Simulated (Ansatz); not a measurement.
NbN in space group I4_1md (No. 109; Nb on 4a, N on 4a), PBE in the plane-wave PAW code Ansatz, all energies at zero smearing, with the estimated change up to a 700 eV cutoff added, with one set of potentials and settings (totals compare only within such a set). Cell of 4 atoms (2 Nb, 2 N): -9877.022 eV.

```json
[
 {"element": "Nb", "reference phase": "Im-3m, 1 atoms in the cell", "E (eV/atom)": "-4552.2836"},
 {"element": "N", "reference phase": "Pa-3, 8 atoms in the cell", "E (eV/atom)": "-384.0325"}
]
```

Formation energy per atom, worked out: (-9877.022 − 2×(-4552.2836) − 2×(-384.0325))/4 = -1.097 eV/atom (-106 kJ per mol of atoms), at 0 K, without zero-point energy or fitted corrections.

A made-up cell: these elements were put on the sites of a structure type; neither database checked (COD, Materials Project) lists it. It is not the phase usual at ambient conditions (space group No. 225). The PBE relaxation kept the symmetry of its start; its stability against distortions is not shown here. No spin polarisation was allowed. The references are the lowest solids computed at this level, not always the standard phases (solids in place of the gases).

Potentials: the later of the program's two PAW sets.
